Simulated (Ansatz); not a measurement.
Trial structure of GaN, not yet relaxed:

```yaml
crystal:
  lattice:
    - [3.01108, 0.00000, 0.00000]
    - [-1.50554, 2.60767, 0.00000]
    - [0.00000, 0.00000, 14.75119]
  atoms:
    - { symbol: Ga, position: [0.00000, 0.00000, 0.18750] }
    - { symbol: Ga, position: [0.00000, 0.00000, 0.68750] }
    - { symbol: Ga, position: [0.33333, 0.66667, 0.52083] }
    - { symbol: Ga, position: [0.66667, 0.33333, 0.02083] }
    - { symbol: Ga, position: [0.33333, 0.66667, 0.85417] }
    - { symbol: Ga, position: [0.66667, 0.33333, 0.35417] }
    - { symbol: N, position: [0.00000, 0.00000, 0.31250] }
    - { symbol: N, position: [0.00000, 0.00000, 0.81250] }
    - { symbol: N, position: [0.33333, 0.66667, 0.97917] }
    - { symbol: N, position: [0.66667, 0.33333, 0.47917] }
    - { symbol: N, position: [0.33333, 0.66667, 0.64583] }
    - { symbol: N, position: [0.66667, 0.33333, 0.14583] }
```

Method: DFT PBE, scalar-relativistic, plane waves, PAW (Ansatz). Cutoff 420 eV; k points 6×6×2 on the computed 12-atom cell (Γ-centred); Gaussian smearing, width 0.10 eV; no spin polarisation.

Formation energies are uncorrected and refer to the elements' standard structures at the same level (N₂ as a molecule).

Question: Estimate its pressure, forces and energy as it stands.

Answer: The pressure is 52.3 GPa (the mean over three directions, positive in compression), the largest force is 0.04 eV/Å, and the energy is −0.15 eV/atom against the elements. The shortest distance is 1.84 Å.

Question: Is it a good guess?

Answer: A rough one: relaxing gains about 0.29 eV/atom in 12 ionic steps and ends at −0.439 eV/atom on the finer mesh. The symmetry stays P6_3mc (No. 186). The volume per atom grows by 21.8 %, from 9.7 to 11.8 Å³. The shortest distance goes from 1.84 Å (Ga–N) to 1.97 Å (Ga–N). Conventional cell: a = 3.217 Å, c = 15.748 Å. Ga on its first site has 4 N at 1.97 Å; around Ga on its second site lie 4 N at 1.97 Å; N on its first site is surrounded by 4 Ga at 1.97 Å; 3 more sites not described.

The last run used a 12×12×2 mesh (in the run's order of axes) for its 12-atom cell and Gaussian smearing of 0.02 eV. The relaxation can't lower the symmetry of the start, and the grade says only how near the guess is to its own end. A structure relaxed within its symmetry needn't be a true minimum.
